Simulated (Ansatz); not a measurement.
ZnPt:
Space group P4/mmm (No. 123); a = 2.855 Å, b = 2.855 Å, c = 3.471 Å, α = 90.00°, β = 90.00°, γ = 90.00°

| atom | site | symmetry | x | y | z |
|---|---|---|---|---|---|
| Pt | 1a | 4/mmm | 0.0000 | 0.0000 | 0.0000 |
| Zn | 1d | 4/mmm | 0.5000 | 0.5000 | 0.5000 |

Relaxed at zero pressure with r²SCAN (plane waves, PAW; program Ansatz).

**Question.** The volume is lowered by 6 % and shape and atoms relax at that volume. What pressure results, and how do the axes share the change?

**Answer.** 14.2 GPa; a -1.7 %, b -1.7 %, c -2.6 %; the energy rises by 35 meV/atom.

**Question.** Give the new structure.

**Answer.** 
Space group P4/mmm (No. 123); a = b = 2.805 Å, c = 3.379 Å, α = β = γ = 90.00°

```tsv
atom	site	symmetry	x	y	z
Pt	1a	4/mmm	0.0000	0.0000	0.0000
Zn	1d	4/mmm	0.5000	0.5000	0.5000
```

The phase is kept; no other phase was compared at this pressure.

The workflow started from an entry of the Crystallography Open Database (COD). Whether it is the stable phase at ambient conditions was not checked. The cell was relaxed with r²SCAN under the symmetry of its start; its stability against distortions is not shown here. No spin polarisation was allowed. Axis ratios of metals converge slowly with the k-mesh, so a and c are less sure than the volume. Spin–orbit coupling is left out wherever it is not named.

Potentials: the later of the program's two PAW sets.
